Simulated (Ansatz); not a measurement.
# ReSb2 (CdI2-type structure)

Computed with Ansatz (plane waves, PAW, 420 eV cutoff): PBEsol, scalar-relativistic, no spin polarisation, 10×10×6 k-mesh, Gaussian smearing of 0.05 eV. The datasets are Ansatz's generated set soft_2.

```yaml
crystal:
  lattice:
    - [3.40324, 0.00000, 0.00000]
    - [-1.70162, 2.94729, 0.00000]
    - [0.00000, 0.00000, 6.43996]
  atoms:
    - { symbol: Re, position: [0.00000, 0.00000, 0.00000] }
    - { symbol: Sb, position: [0.33333, 0.66667, 0.28892] }
    - { symbol: Sb, position: [0.66667, 0.33333, 0.71108] }
```

The structure was built from a prototype; whether the compound forms in it isn't claimed.

The cell above was scaled in volume, and shape and atoms were relaxed at each volume within its symmetry. Energies are counted from the cell above.

At this volume the pressure is 0.00 GPa.

```
V (Å³/atom)  ΔE (meV/atom)  P (GPa)
      20.67            9.7      3.8
      21.10            2.3      1.7
      21.53            0.0      0.0
      21.96            1.9     -1.4
      22.39           -2.7      0.6
```

Question: Can a bulk modulus be trusted from these points?

Answer: No. A third-order Birch–Murnaghan fit leaves a scatter of 0.61 meV/atom or an implausible B0′ (97.4): the points don't lie on one smooth branch, as happens when the electronic, magnetic or structural state changes along the curve, or when mesh and smearing noise in a metal outweighs the curvature.

No spin–orbit coupling, a notable omission for heavy elements. The cell is a metal with an odd number of electrons, and spin polarisation wasn't tried.
